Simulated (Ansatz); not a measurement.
W₂N (anti-CdI2 type, P-3m1), the program Ansatz at the PBE level (PAW), all energies at zero smearing, with the estimated change up to a 700 eV cutoff added, with one set of potentials and settings (totals compare only within such a set). Cell of 3 atoms (1 N, 2 W): -21153.387 eV.

```csv
element,reference phase,E (eV/atom)
N,"Pa-3, 8 atoms in the cell",-384.0325
W,"Im-3m, 1 atoms in the cell",-10384.8193
```

Formation energy per atom, worked out: (-21153.387 − 1×(-384.0325) − 2×(-10384.8193))/3 = 0.095 eV/atom (9 kJ per mol of atoms), at 0 K, without zero-point energy or fitted corrections.

A made-up cell: these elements were put on the sites of a structure type; neither database checked (COD, Materials Project) lists it. Its standing as an ambient phase is unchecked. Symmetry was held in the PBE relaxation; its stability against distortions is not shown here. The run is not spin-polarised. The references are the lowest solids computed at this level, not always the standard phases (solids in place of the gases). Scalar-relativistic: spin–orbit coupling is off unless named, which matters more the heavier the elements.

Potentials: the later of the program's two PAW sets.
